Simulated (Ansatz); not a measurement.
Total density of states per atom from DFT-PBE+D3(BJ) in the program Ansatz with PAW potentials, in 0.25 eV bins, energy from the valence-band maximum:

```
E (eV) | states/eV/atom
    -7.85 | ################## 0.53
    -7.60 | #################### 0.59
    -7.35 | ########### 0.32
    -7.10 | ####### 0.21
    -6.85 | ###### 0.16
    -6.60 | ##### 0.13
    -6.35 | #### 0.11
    -6.10 | ### 0.09
    -5.85 | ## 0.06
    -5.60 |  0.01
    -5.35 |  0.00
    -5.10 | #### 0.11
    -4.85 | ########### 0.31
    -4.60 | ################# 0.50
    -4.35 | ################# 0.50
    -4.10 | ################## 0.51
    -3.85 | ##################### 0.61
    -3.60 | ######################## 0.68
    -3.35 | ######################### 0.72
    -3.10 | ###################### 0.64
    -2.85 | ####################### 0.66
    -2.60 | ######################### 0.73
    -2.35 | ###################### 0.63
    -2.10 | ############################## 0.86
    -1.85 | ########################### 0.78
    -1.60 | ######################### 0.73
    -1.35 | ######################### 0.73
    -1.10 | ########################### 0.78
    -0.85 | ###################### 0.64
    -0.60 | ################### 0.55
    -0.35 | ########### 0.31
    -0.10 | # 0.02
     0.15 |  0.00
     0.40 |  0.00
     0.65 |  0.00
     0.90 | ## 0.06
     1.15 | ######### 0.27
     1.40 | ############### 0.45
     1.65 | ################### 0.55
     1.90 | #################### 0.56
     2.15 | #################### 0.59
     2.40 | ######################### 0.73
     2.65 | ########################## 0.77
     2.90 | ########################### 0.77
     3.15 | ############################## 0.87
     3.40 | ########################### 0.78
     3.65 | ######################### 0.72
     3.90 | ###################### 0.63
     4.15 | ###################### 0.64
     4.40 | ######################## 0.68
     4.65 | ######################### 0.71
     4.90 | ####################### 0.67
     5.15 | ################# 0.50
     5.40 | ############### 0.44
```

Task: Which of these materials gives this?
A. PbSe, rock salt
B. GeSe, Pnma (Ge on 4c, Se on 4c)
C. Ge2Sb2TeSe4, P-3m1 (Pearson symbol hP9)
D. PtSe2, CdI2 type

Result: B, GeSe, Pnma (Ge on 4c, Se on 4c). Top 1 eV of the valence band: Se 4p 62 %, Ge 4p 19 %, Ge 4s 17 %. Bottom 1 eV of the conduction band: Ge 4p 62 %, Se 4p 20 %, Se 4s 7 %, Ge 4s 7 %. Projections are on Löwdin-orthogonalised atomic valence shells; empty p or d shells of many metals are not among them.

Symmetry was held in the PBE+D3(BJ) relaxation. Spin–orbit coupling is left out wherever it is not named.

Potentials: the later of the program's two PAW sets.
